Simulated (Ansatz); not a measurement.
Values for one crystal, relaxed and computed with plane-wave PAW r²SCAN (Ansatz code); other levels are named.

Volume per atom: 10.85 Å³
Band gap: 0.23 eV (indirect)
Smallest direct gap on the standard path: 2.65 eV
Young's modulus: 430 GPa
Formation energy from the elements (no fitted shifts): 66 meV/atom
Bulk modulus (Birch–Murnaghan fit): 177 GPa
Elastic constants (relaxed ions, GPa): C11 = 434, C12 = 43.2, C13 = 61.6, C33 = 393, C44 = 212

Task: Which compound is it?
A. Te2Ru, Pnnm (Te on 4g, Ru on 2a)
B. BP, P6_422 (B on 3c, P on 3d)
C. LaSe2, P2_1/c (La on 4e, Se on 4e, Se on 4e)
D. Si4P4Ru, P1 (Pearson symbol aP9)

Result: B, BP, P6_422 (B on 3c, P on 3d)

The start of the workflow was typed in or built on a structure type; neither database checked (COD, Materials Project) lists it. It is not the phase usual at ambient conditions (space group No. 216). The cell was relaxed with r²SCAN under the symmetry of its start; its stability against distortions is not shown here. The references are the lowest solids computed at this level, not always the standard phases.

Potentials: the earlier of the program's two PAW sets.
